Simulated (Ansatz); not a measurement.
Sr:
```xyz
2
Lattice="0.0000 4.7008 4.7008 4.7008 0.0000 4.7008 4.7008 4.7008 0.0000" Properties=species:S:1:pos:R:3 pbc="T T T"
Sr     0.0000     0.0000     0.0000
Sr     2.3504     2.3504     2.3504
```

Relaxed with PBEsol. Special points in fractions of this cell's reciprocal vectors: Γ (0.000, 0.000, 0.000); X (0.500, 0.000, 0.500); U (0.625, 0.250, 0.625); K (0.375, 0.375, 0.750); L (0.500, 0.500, 0.500); W (0.500, 0.250, 0.750).

### Question
List the band energies nearest the Fermi level at these points for the program Ansatz at the PBEsol level (PAW).

### Answer
In eV from the Fermi level; about four levels below and three above (degenerate sets whole), none deeper than 8.9 eV; points with the same levels are listed once.

```json
[
 {"k": "Γ", "below": "-2.74", "above": "0.67 0.67 0.67"},
 {"k": "X", "below": "-1.05 -1.05", "above": "0.15 0.15 0.83 0.83"},
 {"k": "U", "below": "-1.22 -0.84 -0.12", "above": "0.30 0.87 0.91"},
 {"k": "L", "below": "-1.81 -0.75", "above": "0.65 0.71 0.71"},
 {"k": "W", "below": "-0.99 -0.99 -0.02 -0.02", "above": "0.91 0.91 1.29 1.29"}
]
```

Space group Fd-3m (diamond). The start of the workflow was typed in or built on a structure type; neither database checked (COD, Materials Project) lists it. It is not the phase usual at ambient conditions (space group No. 225). The cell was relaxed with PBEsol under the symmetry of its start. At this level the phase is mechanically unstable. The volume moved by 16 % from the start of the relaxation. Spin–orbit coupling is left out wherever it is not named.

Potentials: the later of the program's two PAW sets.
